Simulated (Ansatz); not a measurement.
Relaxed-ion elastic tensor of In2O3 (La2O3 or Ni2Al3 type, P-3m1) in GPa (Voigt order), the program Ansatz at the LDA level (PAW); density 7.74 g/cm³, 11.92 Å³ per atom.

```
  282    183    129   57.1    0.0    0.0
  183    282    129  -57.1    0.0    0.0
  129    129    159    0.0    0.0    0.0
 57.1  -57.1    0.0   67.2    0.0    0.0
  0.0    0.0    0.0    0.0   67.2   57.1
  0.0    0.0    0.0    0.0   57.1   49.6
```

**Question.** Is the crystal mechanically stable?

**Answer.** On the edge, within the error: the smallest eigenvalue of C is 0.6 GPa.

**Question.** Work out the Voigt and Reuss bounds. Is their mean of use?

**Answer.** K_V = 178, K_R = 152; G_V = 55.6, G_R = 1.5 GPa. The bounds lie so far apart that a Hill average or a Debye temperature from it would say little.

The start of the workflow was typed in or built on a structure type; neither database checked (COD, Materials Project) lists it. It is not the phase usual at ambient conditions (space group No. 206). Symmetry was held in the LDA relaxation; its stability against distortions is not shown here. The volume moved by -27 % from the start of the relaxation. A crystal of weakly bound layers computed without a dispersion correction: the cell and the soft elastic constants depend strongly on that.

Potentials: the earlier of the program's two PAW sets. The files were generated under PBE; for other functionals the program regenerates the frozen cores, and for LDA and PBEsol the local potential too.
